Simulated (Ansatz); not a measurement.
A relaxation computed with Ansatz, from input to last step.

```yaml
crystal:
  lattice:
    - [9.3829921673, -1.4285491397, 0.0641242717]
    - [9.3829921673, 1.4285491397, 0.0641242717]
    - [-0.1519390866, 0.0, 4.9448444961]
  atoms:
    - { symbol: Ni, position: [0.0, 0.0, 0.0] }
    - { symbol: Ni, position: [0.6251576125, 0.6251576125, 0.8638830719], spin: -1.33 }
    - { symbol: Ni, position: [0.2575354107, 0.2575354107, 0.746983778], spin: 0.65 }
    - { symbol: Ni, position: [0.5, 0.5, 0.5], spin: 1.33 }
    - { symbol: Ni, position: [0.7424645893, 0.7424645893, 0.253016222], spin: 0.65 }
    - { symbol: Ni, position: [0.3748423875, 0.3748423875, 0.1361169281], spin: -1.33 }
    - { symbol: O, position: [0.8076521292, 0.8076521292, 0.9530806574] }
    - { symbol: O, position: [0.4472023106, 0.4472023106, 0.8470891931] }
    - { symbol: O, position: [0.0587325799, 0.0587325799, 0.7022438919] }
    - { symbol: O, position: [0.7004993286, 0.7004993286, 0.6033318277] }
    - { symbol: O, position: [0.2995006714, 0.2995006714, 0.3966681723] }
    - { symbol: O, position: [0.9412674201, 0.9412674201, 0.2977561081] }
    - { symbol: O, position: [0.5527976894, 0.5527976894, 0.1529108069] }
    - { symbol: O, position: [0.1923478708, 0.1923478708, 0.0469193426] }
basis:
  ecutwfc: 420
kpoints:
  mp_grid: { grid: [12, 12, 8] }
hamiltonian:
  xc: pbesol
scf:
  occupations: { method: gaussian, width: 0.1 }
output:
  forces: true
  stress: true
  eigenvalues: true
  populations: true
  write_density: true
  write_potential: true
  elf: true
  volumetric_format: npy
magnetization:
  spin_polarized: true
relax:
  adjacent_minimum: "off"
  f_tol: 0.005
  max_steps: 80
  cell: { stress_tol: 0.05 }
```

```bash
ansatz run input.yaml --threads 4 --pin off --max-ram 10240MiB --backend cpu --events-out ev --progress --plain --runs-dir out
```

All numbers below come from DFT PBEsol, scalar-relativistic, plane waves, PAW (Ansatz 0.2.0).

Of 4 frames 3 are shown, positions in Å and forces in eV/Å; the SCF threshold varies from step to step. Steps run on the plane waves of an earlier cell, with a Pulay correction in the pressure. The basis is chosen afresh for the last frame, the zero of the energies, and at times for earlier ones too; energy and pressure can step there, also at an unchanged geometry. Where two frames share a geometry here, they differ by under 2 meV/atom and 0.3 GPa.

```xyz
14
Lattice="9.3830 -1.4285 0.0641 9.3830 1.4285 0.0641 -0.1519 0.0000 4.9448" Properties=species:S:1:pos:R:3:forces:R:3 pbc="T T T" step=1 free_energy_over_end_meV_per_atom=0.02 pressure_GPa=0.02
Ni    0.0000    0.0000    0.0000    0.0000    0.0000    0.0000
Ni   11.6004    0.0000    4.3519    0.0067    0.0000    0.0091
Ni    4.7194    0.0000    3.7267   -0.0222    0.0000    0.0237
Ni    9.3070    0.0000    2.5365    0.0000    0.0000    0.0000
Ni   13.8946    0.0000    1.3463    0.0222    0.0000   -0.0237
Ni    7.0136    0.0000    0.7211   -0.0067    0.0000   -0.0091
O    15.0116    0.0000    4.8164   -0.0071    0.0000   -0.0070
O     8.2635    0.0000    4.2461   -0.0001    0.0000   -0.0030
O     0.9955    0.0000    3.4800   -0.0069    0.0000   -0.0097
O    13.0539    0.0000    3.0732   -0.0186    0.0000   -0.0156
O     5.5602    0.0000    1.9999    0.0186    0.0000    0.0156
O    17.6186    0.0000    1.5931    0.0069    0.0000    0.0097
O    10.3506    0.0000    0.8270    0.0001    0.0000    0.0030
O     3.6025    0.0000    0.2567    0.0071    0.0000    0.0070
14
Lattice="9.3823 -1.4287 0.0632 9.3823 1.4287 0.0632 -0.1524 0.0000 4.9444" Properties=species:S:1:pos:R:3:forces:R:3 pbc="T T T" step=2 free_energy_over_end_meV_per_atom=0.00 pressure_GPa=0.01
Ni    0.0000    0.0000    0.0000    0.0000    0.0000    0.0000
Ni   11.5992    0.0000    4.3508    0.0023    0.0000    0.0072
Ni    4.7174    0.0000    3.7260   -0.0131    0.0000    0.0153
Ni    9.3060    0.0000    2.5354    0.0000    0.0000    0.0000
Ni   13.8947    0.0000    1.3447    0.0131    0.0000   -0.0153
Ni    7.0129    0.0000    0.7200   -0.0023    0.0000   -0.0072
O    15.0097    0.0000    4.8137   -0.0063    0.0000   -0.0015
O     8.2624    0.0000    4.2447   -0.0007    0.0000   -0.0020
O     0.9950    0.0000    3.4795   -0.0067    0.0000   -0.0071
O    13.0515    0.0000    3.0707   -0.0105    0.0000   -0.0094
O     5.5606    0.0000    2.0001    0.0105    0.0000    0.0094
O    17.6171    0.0000    1.5912    0.0067    0.0000    0.0071
O    10.3497    0.0000    0.8261    0.0007    0.0000    0.0020
O     3.6024    0.0000    0.2571    0.0063    0.0000    0.0015
14
Lattice="9.3831 -1.4289 0.0620 9.3831 1.4289 0.0620 -0.1530 0.0000 4.9431" Properties=species:S:1:pos:R:3:forces:R:3 pbc="T T T" step=4 free_energy_over_end_meV_per_atom=0.00 pressure_GPa=0.00
Ni    0.0000    0.0000    0.0000    0.0000    0.0000    0.0000
Ni   11.5996    0.0000    4.3489   -0.0005    0.0000    0.0022
Ni    4.7156    0.0000    3.7247   -0.0011    0.0000   -0.0016
Ni    9.3066    0.0000    2.5336    0.0000    0.0000    0.0000
Ni   13.8976    0.0000    1.3424    0.0011    0.0000    0.0016
Ni    7.0137    0.0000    0.7182    0.0005    0.0000   -0.0022
O    15.0099    0.0000    4.8099   -0.0013    0.0000    0.0021
O     8.2626    0.0000    4.2421   -0.0022    0.0000    0.0019
O     0.9939    0.0000    3.4779   -0.0022    0.0000   -0.0016
O    13.0509    0.0000    3.0669    0.0020    0.0000   -0.0020
O     5.5624    0.0000    2.0002   -0.0020    0.0000    0.0020
O    17.6193    0.0000    1.5892    0.0022    0.0000    0.0016
O    10.3506    0.0000    0.8250    0.0022    0.0000   -0.0019
O     3.6033    0.0000    0.2572    0.0013    0.0000   -0.0021
```

It took 14 min on 4 threads of Intel(R) Xeon(R) Platinum 8488C (Sapphire Rapids), with other jobs on the host, peak memory 5 GiB.